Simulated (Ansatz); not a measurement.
Rb$_{2}$NaSbF$_{6}$ in space group Fm-3m (No. 225; Rb on 8c, Na on 4b, Sb on 4a, F on 24e), DFT-r²SCAN in the program Ansatz with PAW potentials. The conduction-band minimum lies at L, with 4 equivalent valleys. Second derivatives d²E/dk² of the lowest band at one valley (eV·Å²), along Cartesian directions:

```tsv
direction	d²E/dk²
[100]	6.181
[010]	6.181
[001]	6.181
[110]	3.378
[101]	8.986
[011]	8.986
```

### Question
Find the principal effective masses, the density-of-states mass and the conductivity mass.

### Answer
Off-diagonal terms follow from H_xy = H[110] − (H_xx + H_yy)/2, and m*/mₑ = 7.620 eV·Å² over each eigenvalue: 0.85, 0.85, 13. One valley's DOS mass (m₁m₂m₃)^(1/3) = 2.1, conductivity mass 3/(Σ 1/mᵢ) = 1.2 mₑ.

### Question
What effective density of states Nc follows at 300 K for parabolic valleys?

### Answer
Nc = 2.509e19 × 4 × (2.1)^(3/2) ≈ 3.1e20 cm⁻³.

The workflow started from a Materials Project entry (that database holds measured and hypothetical structures alike); the Crystallography Open Database copy checked does not list it. Whether it is the stable phase at ambient conditions was not checked. The cell was relaxed with r²SCAN under the symmetry of its start; its stability against distortions is not shown here. Spin–orbit coupling is left out wherever it is not named.

Potentials: the later of the program's two PAW sets.

Edges and masses are those of Kohn–Sham bands, whose gap is no quasiparticle gap.
